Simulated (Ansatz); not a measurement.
# Band table of Ta (bcc type)

```yaml
crystal:
  lattice:
    - [-1.62652, 1.62652, 1.62652]
    - [1.62652, -1.62652, 1.62652]
    - [1.62652, 1.62652, -1.62652]
  atoms:
    - { symbol: Ta, position: [0.00000, 0.00000, 0.00000] }
```

The base cell comes from a relaxation on PAW files under the same functional.

All numbers are LDA results (scalar-relativistic) from Ansatz 0.2.0, with a Γ-centred 16×16×16 k mesh, Fermi–Dirac smearing of 0.05 eV, no spin polarisation. Methods: PAW: frozen-core files, cutoff 420 eV.

This run: the series' base cell.

Spin–orbit coupling is left out, which matters for the heavy atoms. The PAW files were made under PBE.

Path points, in fractions of the reciprocal vectors: Γ (0.000, 0.000, 0.000), H (0.500, -0.500, 0.500), N (0.000, 0.000, 0.500), P (0.250, 0.250, 0.250). The distance column jumps between branches of the path. Levels in eV from the Fermi level; bands 5 to 9, counted from the lowest band of the run. The gap is zero, the pressure 0.00 GPa.

```
# k(1/Å) point b5 b6 b7 b8 b9
0.000 Γ -8.03 0.68 0.68 0.68 4.10
0.241 - -7.66 0.64 0.64 0.86 3.49
0.483 - -6.63 0.60 0.60 1.37 2.07
0.724 - -5.17 0.43 0.76 0.76 2.20
0.966 - -3.67 -1.09 1.28 1.28 3.28
1.207 - -2.85 -2.36 2.26 2.26 4.54
1.449 - -3.31 -3.13 3.70 3.70 5.79
1.690 - -3.88 -3.79 5.57 5.57 6.78
1.931 H -4.08 -4.08 7.17 7.17 7.17
2.102 - -3.97 -3.94 6.00 6.05 7.21
2.273 - -3.67 -3.53 4.26 4.27 7.32
2.444 - -3.30 -2.87 2.60 2.70 7.48
2.614 - -3.12 -1.99 1.13 1.79 7.67
2.785 - -3.41 -0.93 -0.07 1.84 7.71
2.956 - -3.96 -0.97 0.24 2.62 6.71
3.127 - -4.41 -1.52 1.36 3.56 5.65
3.297 N -4.57 -1.70 1.94 4.01 5.09
3.468 - -4.57 -1.63 1.46 4.09 4.99
3.639 - -4.62 -1.42 0.57 4.04 4.76
3.809 - -4.95 -1.09 -0.05 3.79 4.51
3.980 - -5.65 -0.67 -0.11 3.45 3.50
4.151 - -6.53 -0.20 0.19 2.28 3.37
4.322 - -7.31 0.24 0.50 1.41 3.54
4.492 - -7.84 0.56 0.65 0.87 3.91
4.663 Γ -8.03 0.68 0.68 0.68 4.10
4.872 - -7.75 0.54 0.54 1.01 3.97
5.081 - -6.98 0.11 0.11 1.97 3.81
5.290 - -5.85 -0.52 -0.52 3.55 3.90
5.499 - -4.52 -1.11 -1.11 4.21 4.21
5.708 - -3.12 -1.49 -1.49 4.60 4.60
5.918 - -1.86 -1.61 -1.61 4.95 4.95
6.127 - -1.49 -1.49 -1.08 5.19 5.19
6.336 P -1.23 -1.23 -1.23 5.27 5.27
6.545 - -1.98 -0.96 -0.96 5.18 5.18
6.754 - -2.55 -0.88 -0.88 4.91 4.91
6.963 - -2.48 -1.14 -1.14 4.65 4.65
7.172 - -1.77 -1.77 -1.60 4.66 4.66
7.381 - -2.60 -2.60 0.08 5.05 5.05
7.590 - -3.37 -3.37 2.43 5.74 5.74
7.799 - -3.89 -3.89 5.16 6.61 6.61
8.008 H -4.08 -4.08 7.17 7.17 7.17
9.681 P -1.23 -1.23 -1.23 5.27 5.27
9.802 - -1.48 -1.41 -0.90 5.22 5.27
9.923 - -1.89 -1.64 -0.49 5.06 5.25
10.043 - -2.51 -1.74 -0.03 4.83 5.21
10.164 - -3.16 -1.78 0.48 4.58 5.18
10.285 - -3.74 -1.77 1.00 4.34 5.14
10.405 - -4.19 -1.74 1.47 4.16 5.11
10.526 - -4.48 -1.72 1.81 4.05 5.09
10.647 N -4.57 -1.70 1.94 4.01 5.09
```
